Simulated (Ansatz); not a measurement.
Co (dhcp (α-La type), P6_3/mmc) under volume change, r²SCAN (plane waves, PAW; program Ansatz), shape and atoms relaxed at each volume.

| V (Å³/atom) | E − E(relaxed) (meV/atom) | P (GPa) |
|---|---|---|
| 9.725 | [?] | [?] |
| 10.046 | 29.3 | 15.73 |
| 10.366 | 6.8 | 7.04 |
| 10.687 | 0.0 | -0.01 |
| 11.008 | 6.0 | -5.86 |
| 11.328 | 23.0 | -10.96 |
| 11.649 | [?] | [?] |

Problem. Fill in the missing entries.

Solution. 
- 11.649, E − E(relaxed) (meV/atom): 49.2
- 11.649, P (GPa): -15.12
- 9.725, E − E(relaxed) (meV/atom): 70.9
- 9.725, P (GPa): 26.21

Problem. What does a third-order Birch–Murnaghan fit give for V₀, B₀ and B′?

Solution. V₀ = 10.69 Å³/atom, B₀ = 218 GPa, B′ = 5.2.

The first step of the workflow began from a Materials Project structure, measured or hypothetical. Its sites differ from those of the usual phase in this space group: another stacking or structure type. The r²SCAN relaxation kept the symmetry of its start; its stability against distortions is not shown here. Magnetic state: ferromagnetic, chosen from 5 collinear starts compared on coarse meshes (ties went to the first, and starts can fall back to one state), not a proven ground state. Other orbital occupations within this spin state were not tried.

Potentials: the later of the program's two PAW sets.
